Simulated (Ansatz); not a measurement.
## ZnGa4Bi2: reading a single point

```xyz
7
Lattice="1.9172 3.3208 0.0000 -1.9172 3.3208 0.0000 0.0000 -2.2138 12.0659" Properties=species:S:1:pos:R:3 pbc="T T T"
Zn    0.0000    0.0000    0.0000
Bi    0.0000    2.2138    3.3145
Bi    0.0000    2.2138    8.7514
Ga    0.0000    0.0000    4.8252
Ga    0.0000    4.4277    7.2408
Ga    0.0000    0.0000   10.6566
Ga    0.0000    4.4277    1.4093
```

Single point in Ansatz 0.2.0 with PBE, no spin polarisation. Cutoff 420 eV, PAW datasets, 8×8×8 Γ-centred k mesh, fermi-dirac filling (width 0.1 eV).

Task: Is there a gap?

Result: It is a metal, with about 3.3 states/eV a cell as the mean within 0.25 eV of the Fermi level, mostly Ga p (52 %), Bi p (27 %) and Ga s (13 %).

Task: Which element gives electrons and which takes them?

Result: Bader charges in e: Zn -0.06, Ga +0.09, Bi -0.16. In the mean Ga gives up most and Bi takes most.

Task: Where is the largest force?

Result: The largest is on Ga4 (and as large on other atoms): 2.23 eV/Å, components (0.00, 0.00, 2.23). It makes 124° with the line to a nearest neighbour, Bi2 at 2.68 Å.

Task: Describe some of the short contacts.

Result: Zn–Ga at 2.62 Å: least valence density 0.26 e/Å³ and ELF 0.40 there. Bi–Ga at 2.68 Å: least valence density 0.36 e/Å³ and ELF 0.47 there. These are pseudo-fields; inside the PAW spheres they differ from the all-electron ones.

Origin: a known structure type with other elements, at an estimated volume, so it need not be a known compound. Caveats: atoms or cell far from equilibrium.
